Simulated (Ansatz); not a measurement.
Given:

SiO$_{2}$:
```cif
data_O6Si3
_chemical_formula_sum 'O6 Si3'
_space_group_name_H-M_alt 'P3121'
_space_group_IT_number 152
_space_group_name_Hall 'P 31 2"'
_cell_length_a 4.86652
_cell_length_b 4.86652
_cell_length_c 5.36572
_cell_angle_alpha 90.000
_cell_angle_beta 90.000
_cell_angle_gamma 120.000
loop_
_atom_site_label
_atom_site_type_symbol
_atom_site_symmetry_multiplicity
_atom_site_Wyckoff_symbol
_atom_site_fract_x
_atom_site_fract_y
_atom_site_fract_z
_atom_site_occupancy
O1 O 6 c 0.41117 0.27598 0.22107 1
Si1 Si 3 a 0.53519 0.53519 0.00000 1
```

This is the LDA-relaxed structure.

Question: All from plane-wave PAW LDA (Ansatz code), unless another level is named. Estimate the Born charges (a third of the trace).

Answer: O -1.68, Si +3.36 e.

Question: Give the largest static χ(2) component.

Answer: 0.95 pm/V.

Question: And the electronic dielectric constant ε∞ (DFPT)?

Answer: 2.52 (xx = yy), 2.56 (zz).

Space group P3_121. The cell was relaxed with LDA under the symmetry of its start; phonons on a q-mesh show no instability.

Potentials: the later of the program's two PAW sets.
